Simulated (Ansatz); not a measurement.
Notes on W

```
W
1.0
    -1.59718    1.59718    1.59718
     1.59718   -1.59718    1.59718
     1.59718    1.59718   -1.59718
W
1
Direct
  0.00000 0.00000 0.00000
```

Level: PBEsol, no spin polarisation; 420 eV; 15×15×15 Γ-centred mesh; fermi-dirac occupations (width 0.1 eV); Ansatz 0.2.0, fixed geometry.

(1) Is the cell too large or too small?

(2) Describe some of the short contacts.

(3) Is there a gap?

Origin: a database entry at a rescaled volume. Caveats: atoms or cell far from equilibrium.

## Answers

(1) The pressure is -11.3 GPa (compression positive), so with the atoms held at these fractions the cell would first shrink.

(2) W–W at 2.77 Å: least valence density 0.40 e/Å³ and ELF 0.38 there. Both are smooth PAW fields, read partly inside the augmentation spheres.

(3) It is a metal, with about 0.39 states/eV a cell as the mean within 0.25 eV of the Fermi level, mostly W d (85 %).
